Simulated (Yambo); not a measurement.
```
CdZn3O4
1.0
    3.36431     0.00000     0.00000
   -1.68216     2.91358     0.00000
    0.00000     0.00000    11.02407
O Zn Cd
4 3 1
Direct
  0.00000   0.00000   0.95890
  0.00000   0.00000   0.43190
  0.33333   0.66667   0.66680
  0.33333   0.66667   0.19560
  0.00000   0.00000   0.25050
  0.33333   0.66667   0.01380
  0.33333   0.66667   0.48710
  0.00000   0.00000   0.75530
```

Workflow: PBEsol (pw.x of Quantum ESPRESSO, ONCV potentials, without SOC), then G0W0 in Yambo (6×6×1 Γ-centred k mesh, bands 17 to 231 and a 8 Ry block in the screening, 231 bands in G with the Bruneval-Gonze terminator, plasmon pole fitted at 27.2 eV).

Q: Give the PBEsol and G0W0 gaps between the band edges found on this mesh, and say where the edges lie.

A: Edges: Γ → Γ. PBEsol: 0.14 eV; G0W0: 0.88 eV. Nearest settings tried, and what they do to the gap: 158 bands in W, 158 bands in G: +54 meV; 3 Ry block (67 vectors against 277): -53 meV; 3×3×1 mesh: -35 meV. So the settings aren't converged at that level. Oxides, nitrides and fluorides with a shallow 3d shell are known to need far more bands and larger blocks. Spin-orbit splittings are left out.

Geometry of the Materials Project entry, not relaxed at this level.

The structure is a Materials Project entry; no match was found in the copy of COD used, and its stability was not checked.
